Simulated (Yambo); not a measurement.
G0W0@PBEsol for K₂CO₃ (space group C2/c, No. 15) in Yambo. Reference settings: 2×2×2 Γ-centred k mesh, 274 bands and a 7 Ry block in the screening, 274 bands in G with the Bruneval-Gonze terminator, plasmon pole fitted at 27.2 eV. The PBEsol gap Γ → Γ on this mesh is 4.01 eV; G0W0 gaps are taken between the same points.

The settings were changed. The gap went from 6.68 eV to 6.70 eV, and the shift of the valence edge from -1.67 eV to -1.83 eV.

Question: Name the change that produced these shifts.
A. 180 bands in G, no terminator
B. 133 bands in W
C. 6 Ry block
D. 3 Ry block

Answer: D, 3 Ry block. The others gave (gap, valence shift): 6 Ry block: 6.64, -1.65 eV; 180 bands in G, no terminator: 6.45, -1.26 eV; 133 bands in W: 6.78, -1.58 eV.

Geometry of the Materials Project entry, not relaxed at this level; primitive cell a = 5.742 Å, b = 5.742 Å, c = 6.706 Å, α = 95.34°, β = 95.34°, γ = 121.68°.

A shift is the quasiparticle energy of the state minus its PBEsol energy.
